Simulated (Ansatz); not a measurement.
Starting cell, HfO₂ (tetragonal-ZrO2 type, space group P4_2/nmc):

```
HfO2
1.0
    3.60482     0.00000     0.00000
    0.00000     3.60482     0.00000
    0.00000     0.00000     5.26502
Hf O
2 4
Direct
  0.00000   0.00000   0.00000
  0.50000   0.50000   0.50000
  0.00000   0.50000   0.19324
  0.00000   0.50000   0.69324
  0.50000   0.00000   0.30676
  0.50000   0.00000   0.80676
```

In this cell atom 4 (O, nearest neighbour Hf at 2.070 Å; its periodic images, 3.6 Å or more away, move with it) is moved by s along Cartesian z, unit vector (0.000, 0.000, 1.000); all other atoms and the cell stay fixed.

The numbers are results of PBE (plane waves to 420 eV, PAW, scalar-relativistic; Ansatz, a program for electronic structure), not measurements. k mesh 7×7×5 (Γ-centred), Fermi-Dirac smearing 0.05 eV. E stands for the smeared free energy. HfO2 is run without spin polarisation. HfO2 was relaxed with its symmetry unable to fall. Spin-orbit coupling is left out, though Hf is heavy. The PAW data are Ansatz's earlier set. This is a high-temperature form of HfO2. The zero of ΔE is the undisplaced structure.

Successive frames, forces in eV/Å:

```
frame        ΔE (meV/cell)                F on Hf1               F on Hf2                F on O3                 F on O4                F on O5                 F on O6
-----------  -------------  ----------------------  ---------------------  ---------------------  ----------------------  ---------------------  ----------------------
s = 0.164 Å            171  (0.000, 0.000, -0.180)  (0.000, 0.000, 0.876)  (0.000, 0.000, 1.363)  (0.000, 0.000, -2.075)  (0.000, 0.000, 0.221)  (0.000, 0.000, -0.206)
s = 0.082 Å             43  (0.000, 0.000, -0.120)  (0.000, 0.000, 0.485)  (0.000, 0.000, 0.660)  (0.000, 0.000, -1.050)  (0.000, 0.000, 0.113)  (0.000, 0.000, -0.087)
s = 0.000 Å              0   (0.000, 0.000, 0.000)  (0.000, 0.000, 0.000)  (0.000, 0.000, 0.000)   (0.000, 0.000, 0.000)  (0.000, 0.000, 0.000)   (0.000, 0.000, 0.000)
```

### Question
What are the energy and the forces in the next frame, s = -0.082 Å?

### Answer
ΔE (meV/cell) = 44.

```
atom     Fx     Fy      Fz
----  -----  -----  ------
Hf1   0.000  0.000   0.173
Hf2   0.000  0.000  -0.564
O3    0.000  0.000  -0.633
O4    0.000  0.000   1.080
O5    0.000  0.000  -0.114
O6    0.000  0.000   0.059
```

(For displaced atoms, the force is minus the slope of the energy, and its curvature is a force constant, which sets phonon frequencies.)
